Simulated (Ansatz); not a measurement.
Here is the system:

Relaxed AlNi (CsCl type):

```
CELL_PARAMETERS angstrom
      2.86315     0.00000     0.00000
      0.00000     2.86315     0.00000
      0.00000     0.00000     2.86315
ATOMIC_POSITIONS crystal
  Al 0.00000 0.00000 0.00000
  Ni 0.50000 0.50000 0.50000
```

In this cell atom 2 (Ni, nearest neighbour Al at 2.480 Å; its periodic images, 2.9 Å or more away, move with it) is moved by s along Cartesian [110], unit vector (0.707, 0.707, 0.000); all other atoms and the cell stay fixed.

Calculation: r2SCAN (plane waves to 500 eV, PAW, scalar-relativistic; Ansatz, a program for electronic structure). k mesh 13×13×13 (Γ-centred), Fermi-Dirac smearing 0.05 eV. Energies are smeared free energies. With partly filled bands, energies and forces of such displacements shift with the k mesh and the smearing. AlNi is run without spin polarisation. AlNi was relaxed with its symmetry unable to fall. The zero of ΔE is the undisplaced structure.

The scan covers s from -0.740 to 0.740 Å in 11 points.

Q: Is this a single well or a double well?

A: A single well with its minimum at or next to zero displacement.

Q: Is the energy the same for equal positive and negative displacements?

A: Even: the same for both signs. With its periodic images moving along, the atom's site symmetry in this cell is m-3m.

Q: What force acts on the atom along the line at s = -0.740 Å?

A: 8.26 eV/Å.

Q: What is the energy change at s = 0.740 Å?

A: 2456 meV/cell.

Q: What is the force constant k = d²E/ds² of this move at s = 0?

A: 6.47 eV/Å².

(For displaced atoms, the force is minus the slope of the energy, and its curvature is a force constant, which sets phonon frequencies.)
